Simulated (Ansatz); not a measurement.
H4BrN:
```
H4BrN
1.0
    5.69247     0.00000     0.00000
    0.00000     5.69247     0.00000
    0.00000     0.00000     4.05434
H Br N
8 2 2
Direct
  0.00000   0.85184   0.85338
  0.64816   0.50000   0.85338
  0.00000   0.14816   0.85338
  0.35184   0.50000   0.85338
  0.50000   0.64816   0.14662
  0.14816   0.00000   0.14662
  0.50000   0.35184   0.14662
  0.85184   0.00000   0.14662
  0.00000   0.50000   0.53132
  0.50000   0.00000   0.46868
  0.00000   0.00000   0.00000
  0.50000   0.50000   0.00000
```

Plane-wave PAW r²SCAN+D4 (Ansatz code) gives a gap of 4.93 eV without spin–orbit coupling, maximum at Γ, minimum at Γ.

Question: What happens when spin–orbit coupling is switched on?

Answer: The gap decreases by 0.10 eV, to 4.83 eV; maximum at Γ, minimum at Γ.

Question: Give the electron effective mass with spin–orbit coupling.

Answer: 0.34, 0.34, 0.36 mₑ (principal values).

Question: Give the hole effective mass with spin–orbit coupling.

Answer: 0.69, 2.2, 2.3 mₑ (principal values).

Space group P4/nmm. The workflow started from a Materials Project entry (that database holds measured and hypothetical structures alike); the Crystallography Open Database files this formula in space group No. 129, but the cells were not matched. Its standing as an ambient phase is unchecked. The cell was relaxed with r²SCAN+D4 under the symmetry of its start; phonons on a q-mesh show no instability.

Potentials: the later of the program's two PAW sets.
